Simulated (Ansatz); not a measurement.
# BaTiO₃, a database entry at a rescaled volume

```yaml
crystal:
  lattice:
    - [4.00226, 4.00226, 0.00000]
    - [0.00000, 4.00226, 4.02047]
    - [4.00226, 0.00000, 4.02047]
  atoms:
    - { symbol: Ba, position: [0.00000, 0.00000, 0.00000] }
    - { symbol: Ba, position: [0.50000, 0.50000, 0.50000] }
    - { symbol: Ti, position: [0.25000, 0.25000, 0.25000] }
    - { symbol: Ti, position: [0.75000, 0.75000, 0.75000] }
    - { symbol: O, position: [0.00000, 0.50000, 0.50000] }
    - { symbol: O, position: [0.50000, 0.00000, 0.00000] }
    - { symbol: O, position: [0.00000, 0.00000, 0.50000] }
    - { symbol: O, position: [0.50000, 0.50000, 0.00000] }
    - { symbol: O, position: [0.00000, 0.50000, 0.00000] }
    - { symbol: O, position: [0.50000, 0.00000, 0.50000] }
```

Level: PBE, no spin polarisation; 420 eV; 6×6×6 Γ-centred mesh; gaussian occupations (width 0.0599 eV); Ansatz 0.2.0, fixed geometry.

Task: Give the Bader charges.

Result: Bader charges in e: Ba +1.53, Ti +2.22, O -1.25. In the mean Ti gives up most and O takes most.

Task: What do density and ELF say about some of the short contacts?

Result: Ti–O at 2.00 Å: least valence density 0.63 e/Å³ and ELF 0.20 there. Ba–O at 2.83 Å: least valence density 0.17 e/Å³ and ELF 0.09 there, a closed-shell (ionic or weak) contact. Both are smooth PAW fields, read partly inside the augmentation spheres.

Task: Which orbitals make up the band edges?

Result: Within 0.7 eV of the edges, the states project mainly on O p (95 %) below the gap and on Ti d (91 %) above it.

Task: Metal or insulator? Give the gap.

Result: The gap is 1.79 eV, direct at the points sampled. A semilocal functional usually gives too small a gap.

Task: What does the stress say?

Result: The pressure is 1.4 GPa (compression positive), so with the atoms held at these fractions the cell would first expand.

Task: Is it stable against the elements?

Result: -3.09 eV an atom against the elements' usual phases (free molecules for gases, crystals otherwise, with no correction for O₂ or N₂), so it is bound against them; other compounds may still compete. Relaxing would lower it.

Origin: a database entry at a rescaled volume.
